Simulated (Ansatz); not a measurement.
Problem. Band gap from PBE minus that from PBE+D3(BJ) (eV), each on its own relaxed cell (Ansatz, a first-principles code, plane waves, PAW; no spin–orbit coupling, no Hubbard U), over 22 phases of the class «crystals with elements from indium on»: what sign and size do you expect?

Solution. Mean 0.29 eV, median 0.28 eV, mean absolute 0.29 eV; eight in ten lie between 0.01 and 0.53 eV, and 91 % are above zero.

Some cases that may be named, with their rank among the 22 from the lowest: TlCl, CsCl type -0.03 eV (rank 1); PbF2, fluorite 0.00 eV (rank 3); PbI2, CdI2 type 0.25 eV (rank 11); SnS2, CdI2 type 0.31 eV (rank 12); WSe2, P6_3/mmc (W on 2c, Se on 4f) 0.60 eV (rank 21); WS2, P6_3/mmc (W on 2c, S on 4f) 0.74 eV (rank 22).

The phases are those computed here (of each formula those with measured values and the lowest at some level), not a balanced benchmark, and neither functional is the truth. Pairs that end in unlike spin orders or unlike minima (c/a over 6 % apart, 30 % for weakly bound crystals), magnets with 4f shells, solids of gases and phases set aside for tests are left out.

19 are weakly bound layers, chains or molecules. 9 relaxed far from the usual cell at some level.

Relaxed far from the usual cell of the phase: PbI2, CdI2 type with PBE; SnS2, CdI2 type with PBE; WSe2, P6_3/mmc (W on 2c, Se on 4f) with PBE; WS2, P6_3/mmc (W on 2c, S on 4f) with PBE. Weakly bound layers, chains or molecules computed without a dispersion correction, so cells and soft constants are ill determined: PbI2, CdI2 type with PBE; SnS2, CdI2 type with PBE; WSe2, P6_3/mmc (W on 2c, Se on 4f) with PBE; WS2, P6_3/mmc (W on 2c, S on 4f) with PBE. All cells were relaxed under the symmetry of their starts (and spin orders); stability against distortions was not tested throughout. Named crystals with no word on spin ran without spin polarisation. Spin–orbit coupling is left out wherever it is not named.

Potentials: the later of the program's two PAW sets.

Ansatz is a plane-wave DFT program.
